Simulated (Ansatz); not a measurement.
This IrRh₂ structure is the end of a relaxation. The cell was found from a structure generator's guess, not taken from experiment.

Method: Ansatz, DFT PBE, scalar-relativistic, plane waves, PAW. Cutoff 420 eV, Γ-centred mesh, Gaussian smearing, no spin polarisation.

```
Ir Rh
1.0
     2.73343    0.00000    0.00000
    -1.36671    2.36722    0.00000
     0.00000    0.00000   13.21990
Ir Rh
2 4
Direct
  0.33333 0.66667 0.41640
  0.66667 0.33333 0.58360
  0.33333 0.66667 0.75073
  0.33333 0.66667 0.08261
  0.66667 0.33333 0.91739
  0.66667 0.33333 0.24927
```

Formation energies are uncorrected and refer to the elements' standard structures at the same level.

Question: Find its symmetry and describe it.

Answer: P-3m1 (No. 164), with Ir and Rh ordered on hcp sites. Conventional cell: a = 2.733 Å, c = 13.220 Å. Ir is surrounded by 3 Rh at 2.72 Å and 9 Ir at 2.72–2.73 Å; around Rh on its first site lie 9 Rh at 2.71–2.73 Å and 3 Ir at 2.72 Å; around Rh on its second site lie 12 Rh at 2.69–2.73 Å.

Question: How far does it lie from the elements in energy?

Answer: +0.04 eV/atom. It can't be a ground state, since the elements alone are lower.

Question: Is it a metal?

Answer: Yes, bands cross the Fermi level on the 18×18×4 mesh.

The last run used an 18×18×4 mesh (in the run's order of axes) for its 6-atom cell and Gaussian smearing of 0.10 eV. These runs have no spin–orbit coupling, which can matter for Ir. A structure relaxed within its symmetry needn't be a true minimum.
